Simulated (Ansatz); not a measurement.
SiGe in space group R-3m (No. 166; Ge on 3a, Si on 3b) at seven volumes, plane-wave PAW r²SCAN (Ansatz code), shape and atoms relaxed at each. One row is withheld.

```
V (Å³/atom)  P (GPa)
-----------  -------
15.372          8.44
15.878          5.16
16.385          2.38
16.892          0.00
17.399         -2.04
17.905             ?
18.412         -5.15
```

Question: Fit the shown pressures and predict the withheld one.

Answer: P = (3/2)B₀(x^(7/2) − x^(5/2))[1 + (3/4)(B′ − 4)(x − 1)] with x = (V₀/V)^(2/3). Least squares on the six rows gives V₀ = 16.891 Å³/atom, B₀ = 72.6 GPa, B′ = 4.47. At V = 17.905, x = 0.9619 and P = -3.72 GPa. The run itself gave -3.72 GPa.

The start of the workflow was typed in or built on a structure type; neither database checked (COD, Materials Project) lists it. Whether it is the stable phase at ambient conditions was not checked. The cell was relaxed with r²SCAN under the symmetry of its start; its stability against distortions is not shown here. Its formation energy is positive at this level, so the cell may be metastable or incomplete.

Potentials: the earlier of the program's two PAW sets.
